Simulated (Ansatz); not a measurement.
Relaxed Mo (bcc, W type):

```
CELL_PARAMETERS angstrom
     -3.15088     3.15088     3.15088
      0.00000     0.00000     3.15088
      0.00000     3.15088     0.00000
ATOMIC_POSITIONS crystal
  Mo 0.00000 0.00000 0.00000
  Mo 0.50000 0.00000 0.00000
```

The atoms are displaced by Q × the pattern below (from a DFPT mode at H = (0.5, 0.5, 0.5), largest move 1; Q in Å), at fixed cell. It is one choice among 3 degenerate patterns. (q is in reciprocal vectors of the primitive cell; the cell shown is doubled to hold the pattern.)

```csv
atom,x,y,z
Mo1,0.000,0.000,-1.000
Mo2,0.000,0.000,1.000
```

Level of theory: r2SCAN (plane waves to 500 eV, PAW, scalar-relativistic; Ansatz, a program for electronic structure). k mesh 21×21×21 (Γ-centred), Fermi-Dirac smearing 0.05 eV. The energy includes the smearing's −TS. With partly filled bands, energies and forces of such displacements shift with the k mesh and the smearing. Mo is run without spin polarisation. Mo was relaxed with its symmetry unable to fall. The PAW data are Ansatz's earlier set. The zero of ΔE is the undisplaced structure. The last digit holds for this mesh only.

```json
[
 {"Q (Å)": "-0.2800", "ΔE (meV/cell)": "1148.9"},
 {"Q (Å)": "-0.2333", "ΔE (meV/cell)": "807.6"},
 {"Q (Å)": "-0.1867", "ΔE (meV/cell)": "510.9"},
 {"Q (Å)": "-0.1400", "ΔE (meV/cell)": "withheld"},
 {"Q (Å)": "-0.0933", "ΔE (meV/cell)": "107.0"},
 {"Q (Å)": "-0.0467", "ΔE (meV/cell)": "22.1"},
 {"Q (Å)": "0.0000", "ΔE (meV/cell)": "0.0"},
 {"Q (Å)": "0.0467", "ΔE (meV/cell)": "22.1"},
 {"Q (Å)": "0.0933", "ΔE (meV/cell)": "107.0"},
 {"Q (Å)": "0.1400", "ΔE (meV/cell)": "withheld"},
 {"Q (Å)": "0.1867", "ΔE (meV/cell)": "510.9"},
 {"Q (Å)": "0.2333", "ΔE (meV/cell)": "807.6"},
 {"Q (Å)": "0.2800", "ΔE (meV/cell)": "1148.9"}
]
```

Q: Fit an even polynomial form (powers 2, 4, 6) to the given rows and predict ΔE at Q = 0.1400.

A: Least squares on the 11 given rows: ΔE = (12160)·Q² + (93750)·Q⁴ + (-792600)·Q⁶, in meV/cell with Q in Å; root-mean-square residual 4.61 meV/cell. At 0.1400 the fit gives 268.4 meV/cell; the calculation gives 270.7 meV/cell, so the interpolation is off by -2.3 (-0.8 %). The quadratic term alone would give 238.3 meV/cell.

(A displaced cell: forces are minus the slopes of the energy, force constants its curvatures, and phonons follow from these.)
